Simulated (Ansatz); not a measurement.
## NaAg₂ squeezed and stretched

A database entry relaxed whole under r2SCAN (Fd-3m):

```yaml
crystal:
  lattice:
    - [0.00000, 3.95894, 3.95894]
    - [3.95894, 0.00000, 3.95894]
    - [3.95894, 3.95894, 0.00000]
  atoms:
    - { symbol: Na, position: [0.00000, 0.00000, 0.00000] }
    - { symbol: Na, position: [0.25000, 0.25000, 0.25000] }
    - { symbol: Ag, position: [0.62500, 0.62500, 0.62500] }
    - { symbol: Ag, position: [0.12500, 0.62500, 0.62500] }
    - { symbol: Ag, position: [0.62500, 0.62500, 0.12500] }
    - { symbol: Ag, position: [0.62500, 0.12500, 0.62500] }
```

The cell was scaled uniformly, its shape held, and the atoms relaxed at each volume with plane-wave PAW DFT (Ansatz 0.2.0; r2SCAN, 500 eV, 8×8×8 Γ-centred mesh, fermi-dirac occupations of width 0.100 eV; no spin, no spin-orbit coupling). One row is withheld.

```json
{"volume (Å³/atom)": "19.442", "energy over the lowest (meV/atom)": "14.4", "pressure (GPa)": "3.98"}
{"volume (Å³/atom)": "19.856", "energy over the lowest (meV/atom)": "6.1", "pressure (GPa)": "2.50"}
{"volume (Å³/atom)": "20.269", "energy over the lowest (meV/atom)": "1.5", "pressure (GPa)": "1.19"}
{"volume (Å³/atom)": "20.683", "energy over the lowest (meV/atom)": "0.0", "pressure (GPa)": "0.04"}
{"volume (Å³/atom)": "21.097", "energy over the lowest (meV/atom)": "?", "pressure (GPa)": "?"}
{"volume (Å³/atom)": "21.510", "energy over the lowest (meV/atom)": "5.1", "pressure (GPa)": "-1.86"}
{"volume (Å³/atom)": "21.924", "energy over the lowest (meV/atom)": "11.0", "pressure (GPa)": "-2.65"}
```

Fit the pressures of the other rows to the third-order Birch-Murnaghan form.

With f = [(V₀/V)^(2/3) − 1]/2 and P = 3B₀f(1 + 2f)^(5/2)[1 + 3(B₀′ − 4)f/2], least squares gives V₀ = 20.70 Å³ an atom, B₀ = 53.7 GPa and B₀′ = 5.3; the rows miss the fit by less than 0.01 GPa. The slope of the energies differs from these pressures by less than 0.05 GPa.

What does the withheld row hold?

The fit gives -0.97 GPa at 21.097 Å³; the run gave -0.97 GPa and 1.3 meV an atom.

Caveats: the shape of the cell was held; 0 K, fixed nuclei; the symmetry was kept, and this need not be the phase that is stable at 0 K; one mesh for all volumes; pressure is positive in compression.
